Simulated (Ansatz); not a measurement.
# PtSe2: from a starting cell to a relaxed one

The start is a generated trial cell of PtSe2 in the AFLOW prototype A2B_hP9_150_ef_bd (C22, as in Fe2P). Cell shape, volume and atoms are optimised at zero target pressure with PBEsol (plane waves to 420 eV, PAW, scalar-relativistic; Ansatz, an electronic-structure program). First-step values are on the input's coarse k-mesh.

Ansatz input (later rounds restart from its end on a renewed k-mesh):
Ansatz 0.2 input:
```yaml
crystal:
  lattice:
    - [7.2354528, 0, 0]
    - [-3.6177264, 6.2660859, 0]
    - [0, 0, 4.2670619]
  atoms:
    - { symbol: Se, position: [0.26, 0, 0] }
    - { symbol: Se, position: [0, 0.26, 0] }
    - { symbol: Se, position: [0.74, 0.74, 0] }
    - { symbol: Se, position: [0.6, 0, 0.5] }
    - { symbol: Se, position: [0, 0.6, 0.5] }
    - { symbol: Se, position: [0.4, 0.4, 0.5] }
    - { symbol: Pt, position: [0, 0, 0.5] }
    - { symbol: Pt, position: [0.33333333, 0.66666667, 0.875] }
    - { symbol: Pt, position: [0.66666667, 0.33333333, 0.125] }
basis: { ecutwfc: 420, ecutrho_ratio: 4, xc_grid: 2, fft_grid_basis: typed }
kpoints: { mp_grid: { grid: [4, 4, 6] } }
hamiltonian:
  xc: pbesol
  dispersion: none
  pseudopotentials: { kind: paw }
scf: { occupations: { method: fermi_dirac, width: 0.05 } }
relax: { f_tol: 0.01, max_steps: 100, cell: { stress_tol: 0.02 } }
output: { forces: true, stress: true }
```

Initial pressure: -14 GPa (negative: the cell is under tension)
Largest initial force: about 1.1 eV/Å, on Pt8, Pt9 (atoms numbered as listed)
Outcome: The space group stays P321 (No. 150) (the run could not lower it); the end is AFLOW prototype A2B_hP9_150_ef_bd (C22, as in Fe2P), with 9 atoms in the primitive cell
Energy released: 0.23 eV/atom
Volume change: -6.1 %, from 21.50 to 20.18 Å³/atom
Shortest distances (start → end): The closest pairs of elements (up to four, under 3.6 Å), start → end: Pt–Se 2.73 → 2.41 Å; Se–Se 3.26 → 3.25 Å
Optimiser moves: 20

It ends as:

```cif
data_Pt3Se6
_chemical_formula_sum 'Se6 Pt3'
_space_group_name_H-M_alt 'P321'
_space_group_IT_number 150
_space_group_name_Hall 'P 3 2"'
_cell_length_a 6.63376
_cell_length_b 6.63376
_cell_length_c 4.76613
_cell_angle_alpha 90.000
_cell_angle_beta 90.000
_cell_angle_gamma 120.000
loop_
_atom_site_label
_atom_site_type_symbol
_atom_site_symmetry_multiplicity
_atom_site_Wyckoff_symbol
_atom_site_fract_x
_atom_site_fract_y
_atom_site_fract_z
_atom_site_occupancy
Se1 Se 3 e 0.00000 0.30259 0.00000 1
Se2 Se 3 f 0.36338 0.36338 0.50000 1
Pt1 Pt 1 b 0.00000 0.00000 0.50000 1
Pt2 Pt 2 d 0.66667 0.33333 0.21373 1
```

Final values are on a 8×8×10 k-mesh of the relaxed cell. No spin polarisation in the result. A magnetic state may lie lower.

The run could not lose the symmetry of its start, so the end can be a saddle point.

The relaxed structure here is a generated cell of PtSe2: the first start was made by placing the elements on the sites of a structure type, and the end was not matched to a known phase here, so it may be hypothetical. Known forms of PtSe2 include space group No. 164.
